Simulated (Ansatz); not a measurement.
# Lu: relaxation of cell and atoms

These are results of DFT, PBEsol, all-electron LAPW, scalar-relativistic in Ansatz 0.2.0, not measurements.

Command: `ansatz run input.yaml --threads 1 --pin off --max-ram 2048MiB --backend cpu --events-out ev --progress --plain --runs-dir out` The run took 81 s on 1 thread of Arm Neoverse V1 (shared host).

```yaml
crystal:
  lattice:
    - [3.5491987075, 0.0, 0.0]
    - [-1.7745993538, 3.0736962438, 0.0]
    - [0.0, 0.0, 5.6239465347]
  atoms:
    - { symbol: Lu, position: [0.3333333333, 0.6666666667, 0.25] }
    - { symbol: Lu, position: [0.6666666667, 0.3333333333, 0.75] }
kpoints:
  mp_grid: { grid: [11, 11, 6] }
scf:
  occupations: { method: fermi_dirac, width: 0.05 }
hamiltonian:
  xc: pbesol
  pseudopotentials: { kind: all_electron, lapw: { basis_error: 0.001 } }
output:
  forces: true
  stress: true
relax:
  f_tol: 0.005
  max_steps: 80
  cell: {}
```

No spin–orbit coupling, which matters for the heavy atoms here.

The cell comes from COD entry 9010998, which wasn't checked; take it as a given geometry. The listed cell was then made from it by scaling, straining or moving an atom.

Each frame lists the cell vectors (Å), then Cartesian positions (Å); symmetry keeps all forces zero. Free energies count from the first step, -792244.1891 eV.

The walk took 5 evaluations in all; steps that aren't listed are left out.

Step 1: E = 0.0 meV, P = -4.55 GPa

```
cell 3.5492 0.0000 0.0000 -1.7746 3.0737 0.0000 0.0000 0.0000 5.6239
Lu    0.0000    2.0491    1.4060
Lu    1.7746    1.0246    4.2180
```

Step 2: E = -101.6 meV, P = 0.23 GPa

```
cell 3.4304 0.0000 0.0000 -1.7152 2.9708 0.0000 0.0000 0.0000 5.3636
Lu    0.0000    1.9805    1.3409
Lu    1.7152    0.9903    4.0227
```

Step 3: E = -102.0 meV, P = -0.02 GPa

```
cell 3.4416 0.0000 0.0000 -1.7208 2.9805 0.0000 0.0000 0.0000 5.3550
Lu    0.0000    1.9870    1.3388
Lu    1.7208    0.9935    4.0163
```

(1) How does the relaxation end?

Results:

(1) It converges, with a = 3.442 Å, b = 3.442 Å, c = 5.352 Å, α = 90.00°, β = 90.00°, γ = 120.00° (conventional cell, space group P6_3/mmc). The last solve (on a basis chosen afresh for the final cell, so its energy is not quite comparable) gives E = -102.0 meV, P = 0.00 GPa:
```
cell 3.4417 0.0000 0.0000 -1.7209 2.9806 0.0000 0.0000 0.0000 5.3520
Lu    0.0000    1.9871    1.3380
Lu    1.7209    0.9935    4.0140
```
